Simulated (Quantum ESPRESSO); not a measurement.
# Band energies of YO$_{2}$H

```
CELL_PARAMETERS angstrom
      4.30115     0.00000     0.00000
      0.00000     3.63346     0.00000
     -1.94217     0.00000     5.63615
ATOMIC_POSITIONS crystal
  H  0.01746 0.25000 0.92025
  H  0.98254 0.75000 0.07975
  O  0.23380 0.25000 0.44889
  O  0.76620 0.75000 0.55111
  O  0.24857 0.25000 0.93790
  O  0.75143 0.75000 0.06210
  Y  0.33176 0.75000 0.68921
  Y  0.66824 0.25000 0.31079
```

LDA (pw.x of Quantum ESPRESSO, ONCV potentials, scalar-relativistic); path ΓYHCEM1AXH1,MDZ,YD; energies in eV from the valence-band maximum.

| k (1/Å) | point | band 20 | band 21 | band 22 | band 23 | band 24 | band 25 | band 26 | band 27 |
|---|---|---|---|---|---|---|---|---|---|
| 0.00 | Γ | -1.40 | -1.02 | -0.72 | -0.48 | -0.06 | 4.04 | 4.63 | 5.64 |
| 0.28 |  | -1.37 | -1.19 | -1.06 | -0.45 | -0.03 | 4.49 | 4.93 | 5.81 |
| 0.56 | Y | -1.71 | -1.64 | -1.08 | -0.42 | 0.00 | 5.06 | 5.29 | 6.03 |
| 0.97 |  | -1.68 | -1.36 | -1.11 | -0.72 | -0.62 | 5.21 | 5.79 | 6.31 |
| 1.18 | H | -1.66 | -1.51 | -1.26 | -0.90 | -0.75 | 5.24 | 5.61 | 6.15 |
| 1.18 | C | -1.90 | -1.59 | -1.33 | -1.09 | -0.95 | 5.24 | 5.52 | 5.88 |
| 1.36 |  | -1.88 | -1.60 | -1.33 | -1.04 | -0.91 | 5.22 | 5.37 | 5.89 |
| 1.53 |  | -1.86 | -1.48 | -1.25 | -0.93 | -0.87 | 5.14 | 5.21 | 6.04 |
| 1.87 |  | -1.77 | -1.06 | -1.01 | -0.89 | -0.77 | 5.26 | 5.52 | 6.68 |
| 2.05 | E | -1.76 | -1.01 | -1.01 | -0.80 | -0.80 | 5.51 | 5.51 | 6.82 |
| 2.05 | M1 | -1.54 | -1.14 | -1.14 | -0.64 | -0.64 | 5.52 | 5.52 | 6.84 |
| 2.37 | A | -1.35 | -0.97 | -0.97 | -0.62 | -0.62 | 5.46 | 5.46 | 6.82 |
| 2.54 |  | -1.36 | -1.11 | -0.96 | -0.60 | -0.57 | 5.15 | 5.90 | 6.62 |
| 2.72 |  | -1.44 | -1.20 | -1.08 | -0.58 | -0.54 | 5.03 | 6.20 | 6.34 |
| 3.06 |  | -1.58 | -1.44 | -1.13 | -0.74 | -0.43 | 5.12 | 5.55 | 6.22 |
| 3.24 | X | -1.59 | -1.52 | -1.06 | -0.78 | -0.41 | 5.09 | 5.45 | 6.33 |
| 3.56 | H1 | -1.66 | -1.51 | -1.26 | -0.90 | -0.75 | 5.24 | 5.61 | 6.15 |
| 3.56 | M | -1.54 | -1.14 | -1.14 | -0.64 | -0.64 | 5.52 | 5.52 | 6.84 |
| 3.87 |  | -1.75 | -1.34 | -1.34 | -0.44 | -0.44 | 5.25 | 5.25 | 7.05 |
| 4.03 |  | -1.86 | -1.25 | -1.25 | -0.51 | -0.51 | 5.12 | 5.12 | 7.09 |
| 4.18 | D | -1.89 | -1.20 | -1.20 | -0.57 | -0.57 | 5.07 | 5.07 | 7.11 |
| 4.46 |  | -1.82 | -1.20 | -1.20 | -0.60 | -0.60 | 4.98 | 4.98 | 6.80 |
| 4.60 |  | -1.70 | -1.30 | -1.30 | -0.58 | -0.58 | 4.93 | 4.93 | 6.64 |
| 4.74 | Z | -1.58 | -1.42 | -1.42 | -0.56 | -0.56 | 4.90 | 4.90 | 6.58 |
| 4.74 | Y | -1.71 | -1.64 | -1.08 | -0.42 | 0.00 | 5.06 | 5.29 | 6.03 |
| 4.88 |  | -1.71 | -1.65 | -1.08 | -0.42 | -0.06 | 5.06 | 5.28 | 5.79 |
| 5.17 |  | -1.75 | -1.67 | -1.01 | -0.44 | -0.42 | 4.92 | 5.05 | 6.11 |
| 5.32 |  | -1.84 | -1.59 | -0.91 | -0.68 | -0.42 | 4.87 | 5.09 | 6.48 |
| 5.61 | D | -1.89 | -1.20 | -1.20 | -0.57 | -0.57 | 5.07 | 5.07 | 7.11 |

The LDA gap is indirect, 4.04 eV, from Y to Γ; the smallest direct gap is 4.10 eV.

Geometry of the Materials Project entry, not relaxed at this level.

The structure is a Materials Project entry; no match was found in the copy of COD used, and its stability was not checked.
